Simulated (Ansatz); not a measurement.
**Question.** FeCo (CsCl type, Pm-3m) is relaxed with the program Ansatz at the PBE level (PAW). What lattice parameters of the conventional cell result?

**Answer.** a = 2.845 Å.

The PBE relaxation kept the symmetry of its start. Magnetic state: ferromagnetic, chosen from 5 collinear starts compared on coarse meshes (ties went to the first, and starts can fall back to one state), not a proven ground state. Textbook magnetic order: ferromagnetic.

Potentials: the later of the program's two PAW sets.
